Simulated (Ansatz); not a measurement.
With PBE in the plane-wave PAW code Ansatz, Ga2PN in the trigonal phase (P3m1; Ga on 1a, Ga on 1c, P on 1a, N on 1c) relaxes to a = 3.553 Å, c = 5.902 Å. P has 4 nearest neighbours from 2.28 Å (tetrahedral); N has 4 nearest neighbours from 1.98 Å (tetrahedral). Against the elements it lies at -0.17 eV/atom, with no fitted shifts.

Electronic character: metallic (no gap).

An equation-of-state fit gives a bulk modulus of 99.6 GPa.

The start of the workflow was typed in or built on a structure type; neither database checked (COD, Materials Project) lists it. Its standing as an ambient phase is unchecked. The cell was relaxed with PBE under the symmetry of its start; its stability against distortions is not shown here. The references are the lowest solids computed at this level, not always the standard phases (solids in place of the gases). Scalar-relativistic: spin–orbit coupling is off unless named, which matters more the heavier the elements.

Potentials: the later of the program's two PAW sets.
